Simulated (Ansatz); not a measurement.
Simulated powder pattern, Fe Kα, λ = 1.93735 Å (kinematic, ideal powder, no thermal factors, no anomalous dispersion; the 30 strongest lines at most, above 1 %, up to 2θ = 90°):

```json
[
 {"2θ (°)": "35.91", "d (Å)": "3.143", "I/Imax (%)": "100"},
 {"2θ (°)": "46.76", "d (Å)": "2.441", "I/Imax (%)": "52"},
 {"2θ (°)": "51.69", "d (Å)": "2.222", "I/Imax (%)": "8.6"},
 {"2θ (°)": "53.84", "d (Å)": "2.140", "I/Imax (%)": "15"},
 {"2θ (°)": "58.34", "d (Å)": "1.988", "I/Imax (%)": "4.8"},
 {"2θ (°)": "72.24", "d (Å)": "1.643", "I/Imax (%)": "55"},
 {"2θ (°)": "76.12", "d (Å)": "1.571", "I/Imax (%)": "16"},
 {"2θ (°)": "83.08", "d (Å)": "1.461", "I/Imax (%)": "8.2"},
 {"2θ (°)": "87.14", "d (Å)": "1.405", "I/Imax (%)": "9.3"}
]
```

The pattern belongs to a structure relaxed with PBE in the plane-wave PAW code Ansatz.

Task: Pick the material that matches.
A. IrO2, rutile
B. CrO2, rutile
C. Rb, simple cubic
D. EuO, rock salt

Result: B, CrO2, rutile

Task: Give the lattice parameters.

Result: a = 4.444 Å, c = 2.922 Å.

Space group P4_2/mnm (rutile). The PBE relaxation kept the symmetry of its start. The final state is ferromagnetic, chosen from 5 collinear starts compared on coarse meshes (ties went to the first, and starts can fall back to one state), not a proven ground state. Textbook magnetic order: ferromagnetic. No Hubbard U is applied.

Potentials: the later of the program's two PAW sets.
